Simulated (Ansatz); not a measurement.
Piezoelectric tensor of GaSb at 3 GPa (stress–strain coefficients)

These are results of DFT LDA, scalar-relativistic, plane waves, PAW (Ansatz), not measurements. Plane waves to 420 eV; Γ-centred k mesh 12×12×12; fixed occupations. No spin polarisation.

The cell, relaxed at 3 GPa:
```yaml
crystal:
  lattice:
    - [0.00000, 2.97666, 2.97666]
    - [2.97666, 0.00000, 2.97666]
    - [2.97666, 2.97666, 0.00000]
  atoms:
    - { symbol: Ga, position: [0.00000, 0.00000, 0.00000] }
    - { symbol: Sb, position: [0.75000, 0.75000, 0.75000] }
```

Q: Give the relaxed-ion proper piezoelectric stress tensor e_iJ (C/m², Voigt columns xx yy zz yz xz xy).

A:
```
x   0.000 0.000 0.000 0.152 0.000 0.000
y   0.000 0.000 0.000 0.000 0.152 0.000
z   0.000 0.000 0.000 0.000 0.000 0.152
```
Signs follow the orientation of the cell as given.

Q: With the elastic constants (GPa, Voigt order)
C11 = 101.4, C12 = 53.8, C13 = 53.8, C22 = 101.4, C23 = 53.8, C33 = 101.4, C44 = 45.1, C55 = 45.1, C66 = 45.1 GPa; the others vanish.
find the strain coefficients d = e·C⁻¹ (pC/N).

A:
```
x   0.00 0.00 0.00 3.38 0.00 0.00
y   0.00 0.00 0.00 0.00 3.38 0.00
z   0.00 0.00 0.00 0.00 0.00 3.38
```

Cost: 1 run of about 1.7 core-minutes, on AMD EPYC 9R45 (Zen 5) (shared hosts).